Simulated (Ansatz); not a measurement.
Data:

LaAlGe:
```cif
data_Al4Ge4La4
_chemical_formula_sum 'La4 Ge4 Al4'
_space_group_name_H-M_alt 'I41md'
_space_group_IT_number 109
_space_group_name_Hall 'I 4bw -2'
_cell_length_a 4.37749
_cell_length_b 4.37749
_cell_length_c 14.75892
_cell_angle_alpha 90.000
_cell_angle_beta 90.000
_cell_angle_gamma 90.000
loop_
_atom_site_label
_atom_site_type_symbol
_atom_site_symmetry_multiplicity
_atom_site_Wyckoff_symbol
_atom_site_fract_x
_atom_site_fract_y
_atom_site_fract_z
_atom_site_occupancy
La1 La 4 a 0.00000 0.00000 0.99965 1
Ge1 Ge 4 a 0.00000 0.00000 0.41585 1
Al1 Al 4 a 0.00000 0.00000 0.58281 1
```
(The calculation used a cell of 6 atoms; values per cell refer to that cell.)

This is the r²SCAN-relaxed structure.

### Question
All from plane-wave PAW r²SCAN (Ansatz code), unless another level is named. Give the electronic character.

### Answer
metallic (no gap).

### Question
What about the density of states at the Fermi level?

### Answer
0.06 states/eV per atom (mean over ±0.08 eV).

### Question
What about the formation energy from the elements (no fitted shifts)?

### Answer
-0.81 eV/atom.

Space group I4_1md. The workflow started from an entry of the Crystallography Open Database (COD). Whether it is the stable phase at ambient conditions was not checked. Symmetry was held in the r²SCAN relaxation; whether a distortion lowers the energy is not shown. The references are the lowest solids computed at this level, not always the standard phases. Spin–orbit coupling is left out wherever it is not named.

Potentials: the later of the program's two PAW sets.
